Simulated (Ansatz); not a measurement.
Consider the following.

Li:
```yaml
crystal:
  lattice:
    - [-1.71716, 1.71716, 1.71716]
    - [1.71716, -1.71716, 1.71716]
    - [1.71716, 1.71716, -1.71716]
  atoms:
    - { symbol: Li, position: [0.00000, 0.00000, 0.00000] }
```

This is the PBEsol-relaxed structure.

Problem. All from DFT-PBEsol in the program Ansatz with PAW potentials, unless another level is named. Estimate the bulk modulus (Birch–Murnaghan fit).

Solution. 13.7 GPa.

Problem. And the zero-point energy?

Solution. 40.2 meV/atom.

Space group Im-3m (bcc (W type)). The PBEsol relaxation kept the symmetry of its start; phonons on a q-mesh show no instability.

Potentials: the earlier of the program's two PAW sets.
